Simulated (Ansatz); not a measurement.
Rh (fcc (Cu type), Fm-3m) under volume change, r²SCAN+D4 (plane waves, PAW; program Ansatz), scaled uniformly.

| V (Å³/atom) | E − E(relaxed) (meV/atom) | P (GPa) |
|---|---|---|
| 12.368 | 121.8 | 35.09 |
| 12.776 | 50.7 | 21.21 |
| 13.184 | 11.9 | 9.65 |
| 13.591 | 0.0 | 0.01 |
| 13.999 | 10.5 | -7.99 |
| 14.407 | 39.5 | -14.64 |
| 14.815 | 84.0 | -20.13 |

Question: What does a third-order Birch–Murnaghan fit give for V₀, B₀ and B′?

Answer: V₀ = 13.59 Å³/atom, B₀ = 292 GPa, B′ = 5.1.

Symmetry was held in the r²SCAN+D4 relaxation. The run is not spin-polarised. The pairwise dispersion correction was not fitted to metals.

Potentials: the earlier of the program's two PAW sets.
